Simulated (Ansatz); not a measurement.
Problem. Name crystals whose computed values (r²SCAN (plane waves, PAW; program Ansatz)) fall in these windows: Θ_D (K) 400 to 550; B₀ by P(V) fit (GPa) 79 to 110.

Solution. 

```
crystal                                                Θ_D (K)  B₀ by P(V) fit (GPa)
-----------------------------------------------------  -------  --------------------
Al, P6_3/mmc (Al on 4f, Al on 2b, Al on 4f, Al on 2a)      498                  92.3
CaO, P6_3/mmc (Ca on 2d, O on 2c)                          468                  93.6
SiGe, R-3m (Si on 6c, Ge on 6c)                            476                  84.3
Al, dhcp (α-La type)                                       512                  90.7
SrO, rock salt                                             442                  93.6
```
Others may fit too.

Typed or built starts, not in the databases checked: SiGe, R-3m (Si on 6c, Ge on 6c). Not the usual ambient phase: Al, P6_3/mmc (Al on 4f, Al on 2b, Al on 4f, Al on 2a); CaO, P6_3/mmc (Ca on 2d, O on 2c); Al, dhcp (α-La type). All cells were relaxed under the symmetry of their starts (and spin orders); stability against distortions was not tested throughout. Scalar-relativistic: spin–orbit coupling is off unless named, which matters more the heavier the elements.

Potentials: the earlier of the program's two PAW sets.
